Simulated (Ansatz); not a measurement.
A geometry of SnO₂ away from equilibrium: the start of the relaxation of a generated cell, SnO2 placed in the tetragonal-ZrO2 structure type. These are PBE (plane waves to 420 eV, PAW, scalar-relativistic; Ansatz, a first-principles code) values and carry that method's errors. Γ-centred k-mesh 7×7×5 on the run's cell (coarser than for final values), Fermi–Dirac smearing 0.05 eV.

```xyz
6
Lattice="3.6095 0.0000 0.0000 0.0000 3.6095 0.0000 0.0000 0.0000 5.1937" Properties=species:S:1:pos:R:3 pbc="T T T"
Sn     0.0000     0.0000     0.0000
Sn     1.8048     1.8048     2.5969
O      0.0000     1.8048     1.0559
O      0.0000     1.8048     3.6527
O      1.8048     0.0000     1.5410
O      1.8048     0.0000     4.1378
```

Q: Which atoms carry the largest force, and which way does it point?

A: 0.34 eV/Å, on O3, O4, O5, O6 (atoms numbered as listed); on O3 its components are (0.00, 0.00, -0.34).

Q: What is the pressure?

A: +3.8 GPa, compression positive.

No spin polarisation in the result. No dispersion correction is included, so spacings between layers, chains or molecules are soft and tend to come out too large.

The run could not lose the symmetry of its start: the end is stationary, and may be a saddle point rather than a minimum.

The end of the path is a generated cell of SnO2: the first start was made by placing the elements on the sites of a structure type, and the end was not matched to a known phase here, so it may be hypothetical. Known forms of SnO2 include space group No. 136.
